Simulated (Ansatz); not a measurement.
BeTe (NiAs type, space group No. 194) under volume change, PBE (plane waves, PAW; program Ansatz), shape and atoms relaxed at each volume.

```
V (Å³/atom)  E − E(relaxed) (meV/atom)  P (GPa)
-----------  -------------------------  -------
17.584                            38.6     7.70
18.164                            16.2     4.73
18.744                             3.8     2.18
19.323                             0.0     0.00
19.903                             3.5    -1.87
20.483                            13.2    -3.47
21.063                            28.3    -4.84
```

### Question
What does a third-order Birch–Murnaghan fit give for V₀, B₀ and B′?

### Answer
V₀ = 19.32 Å³/atom, B₀ = 67.1 GPa, B′ = 4.1.

Space group P6_3/mmc (NiAs type). A made-up cell: these elements were put on the sites of a structure type; neither database checked (COD, Materials Project) lists it. COD files the formula under space group No. 216, so this cell is another polymorph or a model. Whether it is the stable phase at ambient conditions was not checked. The PBE relaxation kept the symmetry of its start; whether a distortion lowers the energy is not shown. Spin–orbit coupling is left out wherever it is not named.

Potentials: the later of the program's two PAW sets.
